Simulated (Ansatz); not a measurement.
# What a change of settings does to a run on AsAu$_{3}$

The structure comes from a relaxation in the same program, started in the D03 type, and has space group Fm-3m. Whether it is a known phase or the ground state wasn't checked.

First run: DFT, PBE, all-electron PAW with datasets made for the crystal, scalar-relativistic (Ansatz 0.2.0).

Command: `ansatz run input.yaml --threads 1 --pin off --max-ram 3072MiB --backend cpu --events-out ev --progress --plain --runs-dir out` The run took about 20 s on 1 thread of a shared machine.

```yaml
crystal:
  lattice:
    - [0.0, 3.3345399389, 3.3345399389]
    - [3.3345399389, 0.0, 3.3345399389]
    - [3.3345399389, 3.3345399389, 0.0]
  atoms:
    - { symbol: As, position: [0.0, 0.0, 0.0] }
    - { symbol: Au, position: [0.5, 0.5, 0.5] }
    - { symbol: Au, position: [0.25, 0.25, 0.25] }
    - { symbol: Au, position: [0.75, 0.75, 0.75] }
kpoints:
  mp_grid: { grid: [9, 9, 9] }
  band_path:
    path:
      - [0.0, 0.0, 0.0]
      - [0.5, 0.0, 0.5]
      - [0.625, 0.25, 0.625]
      - [0.375, 0.375, 0.75]
      - [0.0, 0.0, 0.0]
      - [0.5, 0.5, 0.5]
      - [0.5, 0.25, 0.75]
      - [0.5, 0.0, 0.5]
    npoints: 8
scf:
  occupations: { method: fermi_dirac, width: 0.03 }
hamiltonian:
  xc: pbe
  pseudopotentials: { kind: all_electron, datasets: crystal }
output:
  forces: true
  stress: true
  eigenvalues: true
  efg: { contact_densities: true }
```

Result: converged; pressure 0.01 GPa; no gap on the k mesh; 10 SCF iterations.

Spin–orbit coupling is left out, though it moves levels of the heavy atoms by tenths of an eV or more.

The input is then changed:

```diff
@@ -24,6 +24,7 @@
 scf:
   occupations: { method: fermi_dirac, width: 0.03 }
+  convergence: { dr2_threshold: 0.0001 }
 hamiltonian:
-  xc: pbe
+  xc: rpbe
   pseudopotentials: { kind: all_electron, datasets: crystal }
 output:
```

What does the second run give?

It converged; pressure 3.13 GPa; no gap on the k mesh; 7 SCF iterations. Some of these settings are too coarse for converged properties.
